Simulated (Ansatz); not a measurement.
Starting cell, SiC (zinc blende):

```
SiC
1.0
    0.00000     2.18986     2.18986
    2.18986     0.00000     2.18986
    2.18986     2.18986     0.00000
C Si
1 1
Direct
  0.75000   0.75000   0.75000
  0.00000   0.00000   0.00000
```

A phonon eigenvector at Γ is frozen into this cell: atom i moves by Q times the vector below, so Q is the largest atomic displacement, in Å. The cell is held. It is one choice among 3 degenerate patterns.

```csv
atom,x,y,z
C1,0.000,0.000,-1.000
Si2,0.000,0.000,0.428
```

The numbers are results of PBE (plane waves to 420 eV, PAW, scalar-relativistic; Ansatz, a first-principles code), not measurements. k mesh 13×13×13 (Γ-centred), Fermi-Dirac smearing 0.05 eV. E stands for the smeared free energy. SiC was relaxed with its symmetry unable to fall. The PAW data are Ansatz's earlier set. ΔE is measured from the undisplaced structure.

```
Q (Å)    ΔE (meV/cell)
-------  -------------
-0.2800           1338
-0.2333       withheld
-0.1867            630
-0.1400            362
-0.0933            163
-0.0467             41
0.0000               0
0.0467              41
0.0933             163
0.1400             362
0.1867             630
0.2333        withheld
0.2800            1338
```

**Question.** Fit an even polynomial form (powers 2, 4) to the given rows and predict ΔE at Q = -0.2333.

**Answer.** Least squares on the 11 given rows: ΔE = (18900)·Q² + (-23450)·Q⁴, in meV/cell with Q in Å; root-mean-square residual 0.3 meV/cell. At -0.2333 the fit gives 959 meV/cell; the calculation gives 960 meV/cell, so the interpolation is off by -1 (-0.1 %). The quadratic term alone would give 1029 meV/cell.

(A displaced cell: forces are minus the slopes of the energy, force constants its curvatures, and phonons follow from these.)
